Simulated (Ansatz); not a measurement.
What does Ansatz print for the nuclei with this input?

The cell is a COD entry, ions relaxed with PBE at fixed cell.

```yaml
crystal:
  lattice:
    - [0.0, 2.96575, 2.96575]
    - [2.96575, 0.0, 2.96575]
    - [2.96575, 2.96575, 0.0]
  atoms:
    - { symbol: Pb, position: [0.0, 0.0, 0.0] }
    - { symbol: S, position: [0.5, 0.5, 0.5] }
kpoints:
  mp_grid: { grid: [8, 8, 8] }
scf:
  occupations: { method: fermi_dirac, width: 0.02 }
hamiltonian:
  xc: r2scan
  pseudopotentials: { kind: paw }
output:
  forces: true
  stress: true
  populations: true
  efg: { quadrupole_moments_barn: { S: -0.0694 }, contact_densities: true }
```

```sh
ansatz run input.yaml --threads 1 --pin off --max-ram 3072MiB --backend cpu --events-out ev --progress --plain --runs-dir out
```

Of the output, the block on the nuclei alone is shown; the set-up, the SCF iterations, energies, forces and stress are cut. One atom of each set with nearly equal values is shown.

```
--- PAW observables at the nuclei: V_zz in 10²¹ V/m², potentials from the cell's mean, atoms counted from 1 ---
  atom   1  Pb V_zz =    +0.000000   η = 0.0000   by run symmetry: forbidden
            electrostatic potential = -17478.760198 V   contact ρ = 16525737.899431 e/Å³
  atom   2  S  V_zz =    +0.000000   η = 0.0000   by run symmetry: forbidden   C_q = -0.0000 MHz
            electrostatic potential = -1636.224111 V   contact ρ = 19739.831608 e/Å³
```

The run took 6.2 s of wall time (6.2 s of CPU time) and 0.48 GiB at its peak, on 1 thread of Arm Neoverse V2 (aarch64; 28 cores open to the job, memory cap 3.0 GiB, no GPU), a shared host with a load of 1.0 a core.
